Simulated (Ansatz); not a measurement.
# Si: a jump of K

Level of theory: DFT PBE, scalar-relativistic, plane waves, PAW (Ansatz 0.2.0). Run with 420 eV cutoff, 2×2×2 k-mesh, shifted by half a step, Gaussian smearing of 0.02 eV, no spin polarisation.

Host crystal, relaxed:

```yaml
crystal:
  lattice:
    - [0.00000, 2.73505, 2.73505]
    - [2.73505, 0.00000, 2.73505]
    - [2.73505, 2.73505, 0.00000]
  atoms:
    - { symbol: Si, position: [0.75000, 0.75000, 0.75000] }
    - { symbol: Si, position: [0.50000, 0.50000, 0.50000] }
```

In a supercell of 32 host sites with charge +1, interstitial K hops to an equivalent place, moving 2.37 Å between the relaxed ends. Climbing-image nudged elastic band at fixed cell with images 0 (start) to 6 (end), the path measured over all atoms, converged to 0.05 eV/Å; the order of the saddle wasn't checked, and the small cell leaves errors of about a tenth of an eV.

Supercell rows in host cell vectors: 1 1 -3; -3 1 1; 1 1 1. K was set at (0.000, 0.000, 0.000) of the host cell.

At the relaxed start K has 4 Si at 2.59 Å, 6 Si at 2.83 Å.

Q: How high is the barrier, and where does the atom pass?

A: 1.58 eV at image 3, where K has 6 Si at 2.56 Å.

Cost: 1 run of about 20 core-minutes, on Intel Xeon Processor @ 2.50GHz (Skylake/Cascade Lake) (shared hosts).